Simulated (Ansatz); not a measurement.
Relaxation of a relaxed WC cell shaken by Gaussian noise of σ = 0.08 Å a coordinate; 8 atoms in the cell, which starts as P1 (No. 1), aP8; a = 2.955 Å, b = 2.955 Å, c = 10.923 Å, α = 90.00°, β = 90.00°, γ = 120.00°. All values below come from PBEsol (plane waves to 420 eV, PAW, scalar-relativistic; Ansatz, an electronic-structure program). Γ-centred k-mesh 9×9×2 on the run's cell (coarser than for final values), Fermi–Dirac smearing 0.05 eV. This is the first round of the run. 

The optimiser's lines from the output (shortened; P is positive under compression):

```
relax step   1: F+E_penalty+E_count = -42011.49342345 eV  Δ(F+E_penalty+E_count) = +0.000e0 eV  max|allowed force component| = 2.828e0 eV/Å  Δτ_max = 0.0000 Å  P = +5.344 GPa  Ω = 82.632 Å³  (7 SCF iters, dr2 threshold 1.00e-7 eV, accepted)
relax step   2: F+E_penalty+E_count = -42012.07542863 eV  Δ(F+E_penalty+E_count) = -5.820e-1 eV  max|allowed force component| = 1.068e0 eV/Å  Δτ_max = 0.1172 Å  P = +1.961 GPa  Ω = 82.795 Å³  (7 SCF iters, dr2 threshold 8.00e-7 eV, accepted)
relax step   3: F+E_penalty+E_count = -42012.28382101 eV  Δ(F+E_penalty+E_count) = -2.084e-1 eV  max|allowed force component| = 1.236e-1 eV/Å  Δτ_max = 0.0762 Å  P = -2.052 GPa  Ω = 83.151 Å³  (6 SCF iters, dr2 threshold 8.00e-7 eV, accepted)
relax step   4: F+E_penalty+E_count = -42012.28978609 eV  Δ(F+E_penalty+E_count) = -5.965e-3 eV  max|allowed force component| = 1.938e-2 eV/Å  Δτ_max = 0.0105 Å  P = +2.171 GPa  Ω = 82.133 Å³  (6 SCF iters, dr2 threshold 8.00e-7 eV, accepted)
relax step   5: F+E_penalty+E_count = -42012.29536347 eV  Δ(F+E_penalty+E_count) = -5.577e-3 eV  max|allowed force component| = 2.061e-2 eV/Å  Δτ_max = 0.0071 Å  P = +0.097 GPa  Ω = 82.600 Å³  (6 SCF iters, dr2 threshold 8.00e-7 eV, accepted)
relax step   6: F+E_penalty+E_count = -42012.29539944 eV  Δ(F+E_penalty+E_count) = -3.597e-5 eV  max|allowed force component| = 7.368e-3 eV/Å  Δτ_max = 0.0013 Å  P = +0.012 GPa  Ω = 82.624 Å³  (6 SCF iters, dr2 threshold 7.81e-8 eV, accepted)
relax step   7: F+E_penalty+E_count = -42012.29533973 eV  Δ(F+E_penalty+E_count) = +5.971e-5 eV  max|allowed force component| = 7.349e-3 eV/Å  Δτ_max = 0.0000 Å  P = +0.019 GPa  Ω = 82.624 Å³  stress off target by 2.73e-2 GPa  SCF on the basis re-selected at this cell (its energy is not comparable with the rows above)  (8 SCF iters)
relax step   8: F+E_penalty+E_count = -42012.29533733 eV  Δ(F+E_penalty+E_count) = +2.399e-6 eV  max|allowed force component| = 3.902e-4 eV/Å  Δτ_max = 0.0003 Å  P = +0.001 GPa  Ω = 82.628 Å³  (6 SCF iters, dr2 threshold 1.87e-9 eV, accepted)
relax step   9: F+E_penalty+E_count = -42012.29533733 eV  Δ(F+E_penalty+E_count) = -7.276e-12 eV  max|allowed force component| = 3.902e-4 eV/Å  Δτ_max = 0.0000 Å  P = +0.001 GPa  Ω = 82.628 Å³  stress off target by 3.44e-3 GPa  SCF on the basis re-selected at this cell (its energy is not comparable with the rows above)  (8 SCF iters)
```

From the first to the last row the energy changes by -0.10 eV/atom and the volume by 0.0 %. The last row is marked as not comparable with the walk above it, whose basis was carried along; it does compare with step 1, since both stand on a basis selected at the nominal cutoff for their own cell.

Later rounds, restarted from the end of this one on a renewed k-mesh, logged 6 more steps and released under 0.01 eV/atom more. The final structure after all rounds: P6₃/mmc (No. 194), hP8, AFLOW prototype AB_hP8_194_ad_f (B_i, as in TiAs); a = b = 2.9555 Å, c = 10.9235 Å, α = β = 90.00°, γ = 120.00°. Between re-selections the logged energies stand on a plane-wave basis carried along with the cell. No spin polarisation in the result.

The relaxed structure here is a generated cell of WC: the first start was made by placing the elements on the sites of a structure type, and the end was not matched to a known phase here, so it may be hypothetical. Known forms of WC include space group No. 187.
